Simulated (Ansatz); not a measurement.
The calculation used Ansatz, DFT PBE, scalar-relativistic, plane waves, PAW. Cutoff 420 eV, Γ-centred 12×12×2 mesh (12-atom cell), Gaussian smearing of 0.02 eV, no spin polarisation.

The zero of energy is the elements' standard structures at the same level; no fitted shifts are applied. The references include black phosphorus.

Task: Suggest a trial structure for a trigonal semiconductor made of Al, B and P, with a gap near 0.9 eV, a formation energy near −0.30 eV/atom and a density near 2.45 g/cm³, in a cell of 12 atoms.

Result: Al₂BP₃, space group P3m1 (No. 156). Al on its first site is surrounded by 4 P at 2.31–2.39 Å; Al on its second site has 4 P at 2.31–2.39 Å; B on its first site has 1 P at 1.99 Å and 3 P at 2.20 Å; P on its first site has 3 B at 2.20 Å and 1 Al at 2.39 Å; 8 more sites not described.

```xyz
12
Lattice="3.6523 0.0000 0.0000 -1.8262 3.1630 0.0000 0.0000 0.0000 18.4960" Properties=species:S:1:pos:R:3 pbc="T T T"
Al    0.0000    2.1087    0.2281
Al    0.0000    2.1087    6.1841
Al    0.0000    2.1087   12.1363
Al    1.8262    1.0543   15.4280
B     1.8262    1.0543    3.2485
B     1.8262    1.0543    9.2030
P     0.0000    2.1087    2.6229
P     0.0000    2.1087    8.5771
P     0.0000    2.1087   14.4964
P     1.8262    1.0543    5.2414
P     1.8262    1.0543   11.1958
P     1.8262    1.0543   17.7906
```

| Property | Result |
| --- | --- |
| Volume per atom | 17.81 Å³ |
| Density | 2.45 g/cm³ |
| Energy over the elements | −0.304 eV/atom |
| Gap on the 12×12×2 mesh of the 12-atom cell | 0.93 eV |

The structure comes from a generated guess, relaxed at this level; another structure or a mixture of phases may lie lower. Other answers may fit too; this one was computed.

Kohn–Sham gaps at this level usually fall short of measured ones. The reference form of P is held partly by dispersion forces, which this level lacks. A later test with randomly moved atoms came back to the same energy, though modes that don't fit the test's cell weren't probed. Another cell of Al2BP3 relaxed alike, in I-4m2, lies 38 meV/atom lower, so this cell isn't the stable form at this level.
